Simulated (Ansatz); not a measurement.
Relaxed-ion elastic tensor of HfN (rock salt, space group No. 225) in GPa (Voigt order), DFT-PBEsol in the program Ansatz with PAW potentials; density 14.02 g/cm³, 11.40 Å³ per atom.

```csv
,1,2,3,4,5,6
1,629,111,111,0.0,0.0,0.0
2,111,629,111,0.0,0.0,0.0
3,111,111,629,0.0,0.0,0.0
4,0.0,0.0,0.0,123,0.0,0.0
5,0.0,0.0,0.0,0.0,123,0.0
6,0.0,0.0,0.0,0.0,0.0,123
```

**Question.** Is the crystal mechanically stable?

**Answer.** Yes: the smallest eigenvalue of C is 123 GPa.

**Question.** Work out the Voigt, Reuss and Hill averages.

**Answer.** K_V = 284, K_R = 284, K_H = 284; G_V = 178, G_R = 156, G_H = 167 GPa.

**Question.** Give Young's modulus, Poisson's ratio, Pugh's ratio and the universal anisotropy index.

**Answer.** E = 9KG/(3K + G) = 418 GPa; ν = 0.25; K/G = 1.70 (near the Pugh limit of 1.75, no verdict); A_U = 5G_V/G_R + K_V/K_R − 6 = 0.69.

**Question.** Estimate the sound speeds and the Debye temperature.

**Answer.** v_l = √((K + 4G/3)/ρ) = 6010 m/s, v_t = √(G/ρ) = 3450 m/s, mean 3830 m/s; Θ = (h/k)(3n/4πV)^(1/3) v_m = 507 K.

**Question.** Give the Zener ratio and Young's modulus along [100], [110] and [111].

**Answer.** A = 2C44/(C11 − C12) = 0.48; 1/E = S11 − 2(S11 − S12 − S44/2)Γ with Γ = 0, 1/4, 1/3 gives 596, 365, 323 GPa.

Space group Fm-3m (rock salt). The PBEsol relaxation kept the symmetry of its start. No spin polarisation was allowed. With an odd number of electrons in the cell and no spin polarisation, the count alone makes it a metal. As this level gives no gap, shear constants depend on the k-mesh and smearing (Fermi–Dirac, 0.1 eV here). Scalar-relativistic: spin–orbit coupling is off unless named, which matters more the heavier the elements.

Potentials: the later of the program's two PAW sets.
